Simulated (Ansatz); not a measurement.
The cell below belongs to a search over invented structures; it isn't taken from experiment.

Input and command of a plane-wave DFT calculation in Ansatz:

```yaml
crystal:
  lattice:
    - [4.30599461, 0.0, 0.0]
    - [0.0, 4.30599461, 0.0]
    - [0.0, 0.0, 5.91350456]
  atoms:
    - { symbol: In, position: [0.0, 0.5, 0.0] }
    - { symbol: In, position: [0.5, 0.0, 0.0] }
    - { symbol: Cu, position: [0.0, 0.0, 0.0], spin: 1.0 }
    - { symbol: O, position: [0.0, 0.5, 0.6477905] }
    - { symbol: O, position: [0.5, 0.0, 0.6477905] }
    - { symbol: O, position: [0.0, 0.5, 0.3522095] }
    - { symbol: O, position: [0.5, 0.0, 0.3522095] }
basis:
  ecutwfc: 420
kpoints:
  mp_grid: { grid: [4, 4, 4] }
hamiltonian:
  xc: pbe
scf:
  occupations: { method: gaussian, width: 0.1 }
  lower_state_search: "off"
output:
  forces: true
  stress: true
  eigenvalues: true
  populations: true
magnetization:
  spin_polarized: true
relax:
  adjacent_minimum: "off"
  f_tol: 0.04
  max_steps: 70
  cell: { stress_tol: 0.4 }
```

```bash
ansatz run input.yaml --threads 1 --pin off --max-ram 2560MiB --backend cpu --events-out ev --progress --plain --runs-dir out
```

Processor: Arm Neoverse V1, 1 thread, on a host shared with other jobs.

How long does it run, and how much memory does it take?

About 5.5 min, peak memory 0.54 GiB. It solves 42 bands at 18 k points (after reduction by symmetry) with about 3069 plane waves (on the last cell), in 217 SCF iterations over 12 ionic steps.
